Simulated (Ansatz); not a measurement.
PbS:
```xyz
4
Lattice="4.2158 0.0000 0.0000 0.0000 4.2158 0.0000 0.0000 0.0000 32.0000" Properties=species:S:1:pos:R:3 pbc="T T F"
Pb     2.1079     0.0000    14.5610
S      0.0000     2.1079    14.7817
Pb     0.0000     2.1079    17.4390
S      2.1079     0.0000    17.2183
```
Free-standing layer in the xy plane with vacuum along z and no interaction between images.

Relaxed with r²SCAN+D4. r²SCAN+D4 (plane waves, PAW; program Ansatz) gives a gap of 2.13 eV.

Task: What gap does HSE06 give on the same cell (Ansatz, PAW)?

Result: 2.39 eV, 0.26 eV more. The hybrid was solved on a coarser mesh and at special points; its gap is the smallest among all of these.

```json
[
 {"k": "Γ", "v1 r²SCAN+D4": "-0.22", "c1 r²SCAN+D4": "2.22", "v1 HSE06": "?", "c1 HSE06": "?"},
 {"k": "M", "v1 r²SCAN+D4": "-1.55", "c1 r²SCAN+D4": "4.51", "v1 HSE06": "?", "c1 HSE06": "?"},
 {"k": "X", "v1 r²SCAN+D4": "-0.24", "c1 r²SCAN+D4": "2.36", "v1 HSE06": "-0.24", "c1 HSE06": "2.62"}
]
```

Task: Top valence (v1) and lowest conduction level (c1) in eV from each method's valence maximum (which need not be a listed point): supply the withheld HSE06 values.

Result: 
- M, v1 HSE06: -1.68
- M, c1 HSE06: 4.94
- Γ, v1 HSE06: -0.28
- Γ, c1 HSE06: 2.51

Cost on shared cores: the r²SCAN+D4 run (SCF on a 8×8×1 mesh, then bands and DOS) around 4 core-minutes (rough), the HSE06 run (SCF on 6×6×1, then a few points) very roughly 11 core-minutes; the tasks are unlike.

Space group P4/nmm (square). The layer was cut from a bulk entry of the Materials Project (measured or hypothetical); whether that bulk phase is the ambient one, and whether the layer has been isolated, was not checked. Symmetry was held in the r²SCAN+D4 relaxation; its stability against distortions is not shown here. Spin–orbit coupling is left out wherever it is not named.

Potentials: the later of the program's two PAW sets.
